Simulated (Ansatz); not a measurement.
Mg2Si (fluorite or antifluorite type) was relaxed and computed twice in Ansatz (plane waves, PAW), once with LDA and once with PBEsol.

|  | run 1 | run 2 |
|---|---|---|
| cell | a = b = c = 6.260 Å, α = β = γ = 90.00° | a = b = c = 6.326 Å, α = β = γ = 90.00° |
| gap (eV) | 0.11 | 0.11 |
| ΔH_f (eV/atom) | -0.17 | -0.16 |
| B₀ by P(V) fit (GPa) | 59.0 | 56.0 |
| K_Hill (GPa) | 59.1 | 56.1 |
| G_Hill (GPa) | 48.9 | 46.7 |
| electron conductivity mass (mₑ) | 0.24 | 0.24 |
| Θ_D (K) | 582 | 571 |

**Question.** Which run used which functional?

**Answer.** Run 1 is LDA, run 2 is PBEsol.

All cells were relaxed under the symmetry of their starts (and spin orders); stability against distortions was not tested throughout.

Potentials: the later of the program's two PAW sets.

Ansatz (an electronic-structure program) is a plane-wave DFT program.

Formation energies count from the lowest solids of the elements computed at the same level, not from gases.
